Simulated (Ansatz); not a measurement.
## Kick test of a cell of Ga5As2N3

The cell was found from a structure generator's guess, not taken from experiment.

Theory: DFT PBE, scalar-relativistic, plane waves, PAW (Ansatz 0.2.0). Plane waves to 420 eV, a k mesh through Γ of 14×14×14 on the computed 10-atom cell and Gaussian smearing (0.10 eV); no spin polarisation.

The cell below (10 atoms, space group I-4m2 (No. 119)) is relaxed within its symmetry.

```
Ga As N
1.0
    -1.78902    1.78902   12.34278
     1.78902   -1.78902   12.34278
     1.78902    1.78902  -12.34278
Ga As N
5 2 3
Direct
  0.62783 0.62783 0.00000
  0.21004 0.21004 0.00000
  0.78996 0.78996 0.00000
  0.37217 0.37217 0.00000
  0.00000 0.00000 0.00000
  0.93653 0.43653 0.50000
  0.56347 0.06347 0.50000
  0.16992 0.66992 0.50000
  0.75000 0.25000 0.50000
  0.33008 0.83008 0.50000
```

For the test it was strained at random (σ = 1.5 % a component), the atoms were moved at random (σ = 0.10 Å), and all was relaxed again on a coarse 6×6×6 mesh (in the run’s order of axes) with 0.20 eV smearing, with no symmetry imposed.

**Question.** Does it come back?

**Answer.** It returns, within 1 meV/atom of the unmoved cell on that mesh and with the same symmetry when read at 0.1 Å. No instability shows in this cell; modes of other wave vectors, which need another repeat, aren't tested.
